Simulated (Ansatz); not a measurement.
## Surface calculation: zincblende CdTe (110), 3 layers

The slab is cut from the zincblende crystal, which needn't be the stable phase, as relaxed on PAW files (32.88 Å³/atom), with 16 Å of vacuum and a dipole correction:

```
CELL_PARAMETERS angstrom
4.53070 0.00000 0.00000
0.00000 6.40738 0.00000
0.00000 0.00000 20.53070
ATOMIC_POSITIONS crystal
Cd 0.25000 0.12500 0.38966
Te 0.75000 0.87500 0.38966
Cd 0.75000 0.62500 0.50000
Te 0.25000 0.37500 0.50000
Cd 0.25000 0.12500 0.61034
Te 0.75000 0.87500 0.61034
```

All numbers are LDA results (scalar-relativistic) from Ansatz 0.2.0, with a Γ-centred 7×5×1 k mesh, Fermi–Dirac smearing of 0.02 eV, no spin polarisation. Methods: LAPW: all electrons, basis error target 1 meV/atom; PAW: frozen-core files, cutoff 420 eV.

The bulk energy comes from a cell in the slab's orientation on a 7×5×7 mesh. The surface energy is (E(slab) − N·E(bulk))/2A at zero smearing, the mean of both faces; thin slabs carry quantum-size effects.

Spin–orbit coupling is left out, which matters for the heavy atoms. The PAW files were made under PBE.

Question: As cut, the LAPW slab lies 2.235 eV above 6 atoms of bulk. What surface energy is that?

Answer: Over two faces of 29.03 Å² it is 38.5 meV/Å², and times 16.02 J/m² per eV/Å² that gives γ = 0.617 J/m².

| method | γ as cut (J/m²) | γ relaxed (J/m²) |
| --- | --- | --- |
| LAPW | 0.617 | 0.369 |
| PAW | 0.618 | 0.369 |

Question: How do the spacings between the planes relax?

Answer: From the bottom face up: d12 -7.2 % of 2.265 Å, d23 -7.2 % of 2.265 Å. The outer plane rumples by 0.702 Å.

Question: Where do the band edges lie?

Answer: On the k mesh: gap 1.45 eV, valence top 5.38 eV below the vacuum level.

Question: What changes if the vacuum is set to 11 Å?

Answer: LAPW then gives: gap 1.45 eV, valence top 5.38 eV below the vacuum level; PAW: gap 1.46 eV, valence top 5.38 eV below the vacuum level. The program warns that the vacuum is too thin.

Question: A core hole in the 3d shell of Cd is made on one Cd atom of each kind in every 1×1 cell (PAW hole dataset, neutral cell, valence without spin). What does it cost by layer?

Answer: layer 1 405.56 eV, layer 2 405.49 eV. Shifts between layers mean more than the absolute values, and a whole layer of holes screens otherwise than one hole.
